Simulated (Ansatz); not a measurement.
ScF3:
```
ScF3
1.0
    4.03341     0.00000     0.00000
    0.00000     4.03341     0.00000
    0.00000     0.00000     4.03341
Sc F
1 3
Direct
  0.00000   0.00000   0.00000
  0.00000   0.00000   0.50000
  0.50000   0.00000   0.00000
  0.00000   0.50000   0.00000
```

Relaxed with r²SCAN. Special points in fractions of this cell's reciprocal vectors: Γ (0.000, 0.000, 0.000); X (0.000, 0.500, 0.000); M (0.500, 0.500, 0.000); R (0.500, 0.500, 0.500).

List the band energies nearest the valence-band maximum at these points for the program Ansatz at the r²SCAN level (PAW).

In eV from the valence-band maximum; about four levels below and three above (degenerate sets whole), none deeper than 8.9 eV; points with the same levels are listed once.

```csv
k,below,above
Γ,-0.57 -0.57 -0.57 -0.52 -0.52 -0.52,6.98 6.98 6.98
X,-1.09 -1.09 -0.68 -0.53 -0.53,7.02 7.81 7.81
M,-1.07 -1.07 -0.91 -0.91 0.00,7.85 7.85 8.46
R,-2.16 -2.16 -2.16 0.00 0.00 0.00,8.50 8.50 8.50
```

Space group Pm-3m (ReO3 type). The workflow started from a Materials Project entry (that database holds measured and hypothetical structures alike); the Crystallography Open Database files this formula in space group No. 221, but the cells were not matched. Whether it is the stable phase at ambient conditions was not checked. The r²SCAN relaxation kept the symmetry of its start; phonons on a q-mesh show weakly imaginary modes. The run is not spin-polarised.

Potentials: the earlier of the program's two PAW sets.
